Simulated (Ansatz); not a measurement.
**Cu5W in Ansatz, settings compared**

input.yaml:

```yaml
crystal:
  lattice:
    - [0.0, 3.369114, 3.369114]
    - [3.369114, 0.0, 3.369114]
    - [3.369114, 3.369114, 0.0]
  atoms:
    - { symbol: W, position: [0.0, 0.0, 0.0] }
    - { symbol: Cu, position: [0.25, 0.25, 0.25] }
    - { symbol: Cu, position: [0.625, 0.625, 0.625] }
    - { symbol: Cu, position: [0.125, 0.625, 0.625] }
    - { symbol: Cu, position: [0.625, 0.625, 0.125] }
    - { symbol: Cu, position: [0.625, 0.125, 0.625] }
  symmetry: { tolerance: 0.0003 }
kpoints:
  mp_grid: { grid: [5, 5, 5], shift: [0, 0, 0] }
magnetization:
  spin_polarized: false
scf:
  occupations: { method: fermi_dirac, width: 0.0202 }
hamiltonian:
  pseudopotentials: { kind: paw }
  xc: pbesol
basis:
  ecutwfc: 420
output:
  forces: true
  stress: true
  eigenvalues: true
  write_density: true
  write_potential: true
  elf: true
  volumetric_format: npy
```

The command:

```bash
ansatz run input.yaml --threads 1 --pin off --max-ram 2560MiB --backend cpu --events-out ev --progress --plain --runs-dir out
```

Origin of the cell: a known structure type with other elements, at an estimated volume, so it need not be a known compound.

Output of this run (shortened):

```
Pseudopotentials: kind: paw
Pseudopotential: W, paw, valence charge 14, recommended cutoff 420 eV (normal), W.paw.azcp
Pseudopotential: Cu, paw, valence charge 19, recommended cutoff 420 eV (normal), Cu.paw.azcp
Functional definition: PBEsol
  exchange = pbesol_x
  correlation = pbesol_c
Crystal: 6 atoms, lattice volume = 76.485 Å³
Basis set: ecut = 420 eV, 1459 PW (Γ), exchange–correlation on 64×64×64 points (8 copies of the dense FFT grid, shifted against one another)
Bands: 66, of which v1, the nominal top of the filled ones, is band 55 counted from 1 (54 counted from 0)
Symmetry: 24 space group operations
Space group: F-43m (ITA 216), of the structure as read, at distance tolerance 1.3e-3 Å
k-points: 10 of 125 (time reversal used)
[… 4 lines left out …]
Initial density: superposition of atomic densities (neutral atoms: chi_scale 0, normalization atom), corrected by the library's trained network
Functional: x = pbesol(κ = 0.804, μ = 0.123457), c = pbesol(β = 0.046)
SCF iter   1: F=—  HF=-43198.117376 eV  Δρ=2.25e-2  dr2=2.30e-1  defer=1
SCF iter   2: F=—  HF=-43198.082511 eV  Δρ=3.35e-3  dr2=5.80e-3  defer=38
SCF iter   3: F=—  HF=-43198.080453 eV  Δρ=2.86e-3  dr2=4.71e-3  defer=38
SCF iter   4: F=—  HF=-43198.079240 eV  Δρ=3.01e-4  dr2=5.17e-5  defer=38
SCF iter   5: F=—  HF=-43198.079370 eV  Δρ=1.69e-4  dr2=2.07e-5  defer=38
SCF iter   6: F=—  HF=-43198.079370 eV  Δρ=8.50e-5  dr2=2.77e-6  defer=38
SCF iter   7: F=—  HF=-43198.079370 eV  Δρ=1.36e-5  dr2=2.70e-7  defer=38
SCF iter   8: F=-43198.079370 eV  HF=-43198.079370 eV  Δρ=4.41e-6  dr2=2.88e-8
SCF 1 converged in 8 iterations: F = -43198.079370 eV  dr2 = 2.88e-8
SCF converged after 8 iterations
Free energy (F): -43198.079370 eV
Harris-Foulkes:  -43198.079370 eV  (|F-HF|=2.75e-8)
Internal energy: -43198.066767 eV  (E = F + TS)
E sigma→0 (E₀):  -43198.073068 eV
Entropy (-TS):   -0.012603 eV (-2.101 meV/atom)
Fermi energy:    17.644578 eV
--- Per-component energies (eV) ---
  E_band       = -1900.034658
  E_kinetic    = 1942.852090
  E_local      = -22175.967138  (includes V_loc(G=0)·N_el)
  E_nonlocal   = 1946.286551
  E_hartree    = 9774.006481
  E_xc         = -709.678368
  E_vxc        = -814.802738  (∫ρ·V_xc dr)
  E_paw        = -16552.587732  (= ΣΔE_a)
  E_vpaw       = -2346.424978  (= ΣTr[D̂ρ^β])
  E_aug_tail   = 0.001141  (compensation charges beyond the density's cutoff)
  E_ewald      = -17424.232596
  E_core_change = 1.252803  (= ΣΔE_core)
  E_smearing   = -0.012603  (= −TS)
  Σ components = -43198.079370   (vs F -43198.079370, Δ=0.00e0)
--- Forces (eV/Å), atoms counted from 1 ---
  atom   1  W      0.000000    -0.000000     0.000000
  atom   2  Cu    -0.000000     0.000000     0.000000
  atom   3  Cu     0.002280     0.002280     0.002280
  atom   4  Cu     0.002280    -0.002280    -0.002280
  atom   5  Cu    -0.002280    -0.002280     0.002280
  atom   6  Cu    -0.002280     0.002280    -0.002280
  max |Σ_I F_I| component: 1.05e-16 eV/Å
--- Stress (GPa, compression-positive) ---
       -8.772883       0.000000      -0.000000
        0.000000      -8.772883       0.000000
       -0.000000       0.000000      -8.772883
  P = ⅓ Tr σ = -8.7729 GPa (-87.729 kbar)
```

The same input was run again with these changes:

1. `scf.eigensolver.kind` default → davidson; `basis.precision` default → f64
2. `scf.lower_state_search` default → "off"; `scf.occupations.method` fermi_dirac → methfessel_paxton; `scf.occupations.width` 0.0202 → 0.025
3. `accuracy` default → medium
4. `kpoints.mp_grid.grid` [5, 5, 5] → [8, 8, 8]

```json
{"run": "base", "end": "converged", "SCF iterations": "8", "P (GPa)": "-8.77", "max force component (eV/Å)": "0.002", "gap on mesh (eV)": "none", "moment (μB)": "–", "ΔE(σ→0) (meV/atom)": "0"}
{"run": "1", "end": "converged", "SCF iterations": "9", "P (GPa)": "-8.77", "max force component (eV/Å)": "0.002", "gap on mesh (eV)": "none", "moment (μB)": "–", "ΔE(σ→0) (meV/atom)": "0.00"}
{"run": "2", "end": "converged", "SCF iterations": "8", "P (GPa)": "-8.78", "max force component (eV/Å)": "0.002", "gap on mesh (eV)": "none", "moment (μB)": "–", "ΔE(σ→0) (meV/atom)": "0.34"}
{"run": "3", "end": "converged", "SCF iterations": "8", "P (GPa)": "-8.77", "max force component (eV/Å)": "0.002", "gap on mesh (eV)": "none", "moment (μB)": "–", "ΔE(σ→0) (meV/atom)": "0.00"}
{"run": "4", "end": "converged", "SCF iterations": "8", "P (GPa)": "-8.74", "max force component (eV/Å)": "0.012", "gap on mesh (eV)": "none", "moment (μB)": "–", "ΔE(σ→0) (meV/atom)": "-0.78"}
```

Energies are compared only where functional, datasets, charge and starting cell are the same.

Caveats of the base run: no moments, though an odd count or open d shells may carry them; no spin-orbit coupling, though heavy elements are present; the k mesh is coarse if the cell is a metal.

The base run ran for 5.2 s of wall time on 1 CPU thread(s) of a shared host, from the program's own first density.
